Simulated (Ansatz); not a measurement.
Input and command of a calculation in Ansatz (plane waves; scalar-relativistic PAW potentials unless the input names others):

```yaml
crystal:
  lattice:
    - [3.9621679445, 0.0, 0.0129539467]
    - [0.0, 3.9621891203, 0.0]
    - [-1.9744636117, 0.0, 2.0176759397]
  atoms:
    - { symbol: Ag, position: [0.0, 0.0, 0.0] }
    - { symbol: Ag, position: [0.5, 0.5, 0.0] }
basis:
  ecutwfc: 420
kpoints:
  mp_grid: { grid: [9, 9, 17] }
hamiltonian:
  xc: lda
scf:
  occupations: { method: gaussian, width: 0.1 }
  max_iter: 2.5
output:
  forces: true
  eigenvalues: true
  stress: true
```

```bash
ansatz run input.yaml --threads 4 --pin off --max-ram 8192MiB --backend cpu --events-out ev --progress --plain --runs-dir out
```

**Question.** What will the program do with this input?

**Answer.** The program refuses it, because of a value of the wrong type (scf.max_iter: not typed → 2.5). Without that key it is accepted.

Abridged log:
```
Error: YAML parse error: error: line 17 column 13: invalid u64
  --> <input>:17:13
   |
15 | scf:
16 |   occupations: { method: gaussian, width: 0.1 }
17 |   max_iter: 2.5
   |             ^ invalid u64
18 | output:
19 |   forces: true
   |
```